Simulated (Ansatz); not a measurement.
**Energy against volume for NiSi2 (fluorite type, space group Fm-3m)**

NiSi₂ (fluorite type, space group Fm-3m)

```cif
data_Ni4Si8
_chemical_formula_sum 'Ni4 Si8'
_space_group_name_H-M_alt 'Fm-3m'
_space_group_IT_number 225
_space_group_name_Hall '-F 4 2 3'
_cell_length_a 5.38967
_cell_length_b 5.38967
_cell_length_c 5.38967
_cell_angle_alpha 90.000
_cell_angle_beta 90.000
_cell_angle_gamma 90.000
loop_
_atom_site_label
_atom_site_type_symbol
_atom_site_symmetry_multiplicity
_atom_site_Wyckoff_symbol
_atom_site_fract_x
_atom_site_fract_y
_atom_site_fract_z
_atom_site_occupancy
Ni1 Ni 4 a 0.00000 0.00000 0.00000 1
Si1 Si 8 c 0.25000 0.25000 0.25000 1
```
(The calculation used a cell of 3 atoms; values per cell refer to that cell.)

Equation-of-state scan: isotropic scaling of the cell above, V₀ being its volume. Symmetry pins the atoms to their sites.

All values below come from r2SCAN (plane waves to 500 eV, PAW, scalar-relativistic; Ansatz, a program for electronic structure). k mesh 15×15×15 (Γ-centred), Fermi-Dirac smearing 0.05 eV. The energy includes the smearing's −TS. Stress and pressure are positive under compression. NiSi2 is run without spin polarisation. NiSi2 was relaxed with its symmetry unable to fall. The PAW data are Ansatz's earlier set. The zero of ΔE is the relaxed starting cell.

```tsv
a (Å)	ΔE (meV/atom)	P (GPa)
5.2796	27	11.5
5.3076	14	8.3
5.3352	6	5.3
5.3626	2	2.5
5.3897	0	0.0
5.4165	1	-2.3
5.4430	6	-4.5
5.4693	12	-6.5
5.4954	22	-8.4
```

What the scan shows:

- Pressure at the smallest volume: 11.5 GPa
- Energy cost of the largest compression: 27 meV/atom
- Energy cost of the largest expansion: 22 meV/atom
- Bulk modulus B₀ (third-order Birch-Murnaghan fit): 163 GPa
- Pressure derivative B₀′ (fit): 4.3
- Equilibrium volume of the fit: 13.05 Å³/atom
- Pressure for 5 % compression (fit): 9.3 GPa

(A scan under strain: stresses follow from slopes of the energy per volume, elastic moduli from its curvatures.)
